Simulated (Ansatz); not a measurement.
P (diamond, space group No. 227), a = b = c = 5.4312 Å, α = β = γ = 90.00°; the cell used has 2 atoms.

Relaxed with r²SCAN.

Q: Decompose the optical modes at the zone centre into irreducible representations, and say which are infrared and Raman allowed.

A: Point group m-3m: Γ_opt = T2g. Infrared: none. Raman: T2g.

Q: Assign frequencies (DFPT, DFT-r²SCAN in the program Ansatz with PAW potentials).

A: T2g 146 cm⁻¹.

Space group Fd-3m (diamond). A made-up cell: these elements were put on the sites of a structure type; neither database checked (COD, Materials Project) lists it. It is not the phase usual at ambient conditions (space group No. 64). The r²SCAN relaxation kept the symmetry of its start. At this level the phase is mechanically unstable. As this level gives no gap, phonon frequencies hold no LO–TO term and depend on the k-mesh and smearing (Fermi–Dirac, 0.1 eV here).

Potentials: the later of the program's two PAW sets.
